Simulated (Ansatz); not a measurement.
A relaxed structure of GaAs. Space group P6₃mc (No. 186), wurtzite type. Level of theory: r2SCAN (plane waves to 500 eV, PAW, scalar-relativistic; Ansatz, a program for electronic structure).

```cif
data_As2Ga2
_chemical_formula_sum 'Ga2 As2'
_space_group_name_H-M_alt 'P 1'
_space_group_IT_number 1
_cell_length_a 3.99263
_cell_length_b 3.99263
_cell_length_c 6.58693
_cell_angle_alpha 90.000
_cell_angle_beta 90.000
_cell_angle_gamma 120.000
loop_
_space_group_symop_operation_xyz
  'x, y, z'
loop_
_atom_site_label
_atom_site_type_symbol
_atom_site_fract_x
_atom_site_fract_y
_atom_site_fract_z
_atom_site_occupancy
Ga1 Ga 0.66667 0.33333 0.43219 1
Ga2 Ga 0.33333 0.66667 0.93219 1
As1 As 0.66667 0.33333 0.80597 1
As2 As 0.33333 0.66667 0.30597 1
```

Problem. Give the band gap at the level r2SCAN.

Solution. 0.97 eV, direct at Γ (no spin-orbit coupling).

No spin polarisation in the result.

It was reached from a disturbed copy of a P6₃/mmc (No. 194) cell (NiAs type), against which it lies -0.45 eV/atom.

The first start was generated by placing the elements on the sites of a structure type. Materials Project lists a structure of GaAs in the same space group, P6₃mc (No. 186); the sites were not compared with it, nor with measured phases. Known forms of GaAs include space group No. 216.
